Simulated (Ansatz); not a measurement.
NaCl:
```
NaCl
1.0
    6.68595     0.00000     0.00000
   -3.34297     5.79020     0.00000
    0.00000     0.00000     7.01605
Na Cl
6 6
Cartesian
 -2.22898   3.86070   3.50803
  4.45796   0.00000   3.50803
  1.11399   1.92950   3.50803
 -1.11465   1.93063   0.00000
  2.22931   0.00000   0.00000
  2.22832   3.85956   0.00000
  3.34297   1.93007   1.75423
  3.34297   1.93007   5.26182
  0.00000   3.86013   1.75423
  0.00000   3.86013   5.26182
  0.00000   0.00000   5.26248
  0.00000   0.00000   1.75357
```

Relaxed with r²SCAN. Independent-particle spectrum: no excitons, no local fields, no scissors shift; 0.1 eV broadening; ε₁ of the summed bands alone.

Task: Tabulate the dielectric function from the program Ansatz at the r²SCAN level (PAW).

Result: 

```csv
E (eV),ε₁ xx,ε₂ xx,ε₁ zz,ε₂ zz
0.0,2.52,0.00,2.55,0.00
0.3,2.52,0.00,2.55,0.00
0.6,2.52,0.00,2.56,0.00
0.9,2.53,0.00,2.56,0.00
1.2,2.54,0.00,2.58,0.00
1.5,2.55,0.00,2.59,0.00
1.8,2.57,0.00,2.60,0.00
2.1,2.59,0.00,2.63,0.00
2.4,2.61,0.00,2.65,0.00
2.7,2.64,0.00,2.68,0.00
3.0,2.67,0.00,2.71,0.00
3.3,2.71,0.00,2.75,0.00
3.6,2.75,0.00,2.80,0.00
3.9,2.81,0.00,2.86,0.00
4.2,2.87,0.00,2.93,0.00
4.5,2.94,0.00,3.01,0.00
4.8,3.04,0.00,3.12,0.00
5.1,3.16,0.00,3.27,0.00
5.4,3.33,0.00,3.56,0.04
5.7,3.68,0.15,3.69,0.39
6.0,3.71,0.45,3.70,0.58
6.3,3.73,0.62,3.73,0.72
6.6,3.78,0.75,3.79,0.87
6.9,3.87,0.88,3.88,1.18
7.2,4.04,1.03,3.44,1.37
7.5,4.46,1.44,3.52,0.91
7.8,3.98,2.22,4.37,1.21
8.1,3.74,2.25,4.30,1.66
8.4,3.39,2.14,5.25,2.42
8.7,4.17,2.47,4.68,3.69
9.0,3.07,3.50,1.27,5.05
9.3,2.48,2.97,1.88,2.21
9.6,3.06,2.05,2.04,2.58
9.9,3.82,3.17,2.87,1.87
10.2,3.81,5.24,3.73,2.63
10.5,1.08,5.19,3.28,3.71
10.8,-0.21,4.15,3.87,5.26
11.1,0.03,2.20,0.27,6.00
11.4,1.61,2.79,-0.30,3.90
11.7,0.66,2.66,0.19,3.55
12.0,0.78,3.08,-0.16,3.58
```

Task: From ε at 5.8 eV (xx: 3.71 + 0.29i), find n, k, the normal reflectivity and the absorption coefficient.

Result: n = 1.93, k = 0.075, R = 10 %, α = 2kE/ħc = 44000 cm⁻¹.

With all bands, ε∞ without local fields is 2.58 (xx = yy), 2.61 (zz).

Space group P6_3/mmc (NiAs type). The first step of the workflow began from a Materials Project structure, measured or hypothetical; the Crystallography Open Database copy checked does not list it. It is not the phase usual at ambient conditions (space group No. 225). Symmetry was held in the r²SCAN relaxation; its stability against distortions is not shown here.

Potentials: the earlier of the program's two PAW sets.
